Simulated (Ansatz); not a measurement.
Zr$_{2}$SiN:
Space group P6₃/mmc (No. 194); a = 3.262 Å, b = 3.262 Å, c = 13.480 Å, α = 90.00°, β = 90.00°, γ = 120.00°

```
atom  site  symmetry       x       y       z
----  ----  --------  ------  ------  ------
Zr      4f       3m.  0.3333  0.6667  0.0954
Si      2d      -6m2  0.6667  0.3333  0.2500
N       2a      -3m.  0.0000  0.0000  0.0000
```

Relaxed with PBE.

Question: Which orbitals make up the states near the Fermi level in plane-wave PAW PBE (Ansatz code)?

Answer: Within 0.5 eV of the Fermi level: Zr 4d 71 %, Si 3p 18 %, N 2p 5 %. Projections are on Löwdin-orthogonalised atomic valence shells; empty p or d shells of many metals are not among them.

Question: Tabulate the density of states.

Answer: States/eV per cell of 8 atoms, in 0.25 eV bins, energy from the Fermi level.

| E (eV) | total | Zr 4d | N 2p | Si 3p |
|---|---|---|---|---|
| -7.85 | 1.24 | 0.23 | 0.04 | 0.16 |
| -7.60 | 1.33 | 0.27 | 0.04 | 0.15 |
| -7.35 | 1.52 | 0.34 | 0.06 | 0.14 |
| -7.10 | 2.10 | 0.51 | 0.08 | 0.11 |
| -6.85 | 1.80 | 0.49 | 0.06 | 0.06 |
| -6.60 | 0.76 | 0.23 | 0.07 | 0.02 |
| -6.35 | 0.72 | 0.22 | 0.30 | 0.07 |
| -6.10 | 3.30 | 1.00 | 1.57 | 0.16 |
| -5.85 | 6.38 | 1.80 | 3.27 | 0.26 |
| -5.60 | 4.71 | 1.26 | 2.55 | 0.16 |
| -5.35 | 2.53 | 0.71 | 1.44 | 0.06 |
| -5.10 | 8.64 | 2.36 | 5.33 | 0.15 |
| -4.85 | 11.20 | 3.13 | 7.12 | 0.29 |
| -4.60 | 10.41 | 2.98 | 6.97 | 0.11 |
| -4.35 | 0.07 | 0.01 | 0.00 | 0.04 |
| -4.10 | 0.49 | 0.10 | 0.05 | 0.30 |
| -3.85 | 1.16 | 0.25 | 0.12 | 0.69 |
| -3.60 | 3.23 | 0.79 | 0.29 | 1.92 |
| -3.35 | 1.98 | 0.56 | 0.13 | 1.06 |
| -3.10 | 2.41 | 0.77 | 0.14 | 1.17 |
| -2.85 | 4.01 | 1.39 | 0.31 | 1.82 |
| -2.60 | 10.08 | 4.27 | 0.62 | 4.33 |
| -2.35 | 5.32 | 2.33 | 0.30 | 2.28 |
| -2.10 | 4.70 | 2.70 | 0.18 | 1.55 |
| -1.85 | 3.66 | 2.48 | 0.09 | 0.90 |
| -1.60 | 2.64 | 1.91 | 0.06 | 0.54 |
| -1.35 | 2.08 | 1.59 | 0.05 | 0.34 |
| -1.10 | 2.53 | 1.99 | 0.07 | 0.33 |
| -0.85 | 2.98 | 2.31 | 0.09 | 0.41 |
| -0.60 | 2.72 | 1.99 | 0.10 | 0.48 |
| -0.35 | 2.96 | 2.13 | 0.12 | 0.54 |
| -0.10 | 3.24 | 2.28 | 0.16 | 0.61 |
| 0.15 | 3.52 | 2.49 | 0.20 | 0.63 |
| 0.40 | 4.65 | 3.37 | 0.25 | 0.79 |
| 0.65 | 3.68 | 2.52 | 0.31 | 0.63 |
| 0.90 | 5.26 | 3.53 | 0.50 | 0.87 |
| 1.15 | 5.52 | 3.66 | 0.58 | 0.88 |
| 1.40 | 4.68 | 3.47 | 0.35 | 0.49 |
| 1.65 | 4.66 | 3.53 | 0.32 | 0.41 |
| 1.90 | 5.67 | 4.21 | 0.42 | 0.37 |
| 2.15 | 5.02 | 3.75 | 0.35 | 0.38 |
| 2.40 | 5.73 | 4.31 | 0.43 | 0.47 |
| 2.65 | 7.09 | 5.30 | 0.54 | 0.59 |
| 2.90 | 7.11 | 5.37 | 0.61 | 0.42 |
| 3.15 | 7.49 | 5.39 | 0.50 | 0.64 |
| 3.40 | 5.96 | 4.14 | 0.38 | 0.64 |
| 3.65 | 5.39 | 3.66 | 0.37 | 0.58 |
| 3.90 | 5.18 | 3.50 | 0.38 | 0.42 |
| 4.15 | 8.09 | 5.38 | 0.54 | 0.73 |

Space group P6_3/mmc. The start of the workflow was typed in or built on a structure type; neither database checked (COD, Materials Project) lists it. Whether it is the stable phase at ambient conditions was not checked. Symmetry was held in the PBE relaxation; its stability against distortions is not shown here. No spin polarisation was allowed. Spin–orbit coupling is left out wherever it is not named.

Potentials: the earlier of the program's two PAW sets.
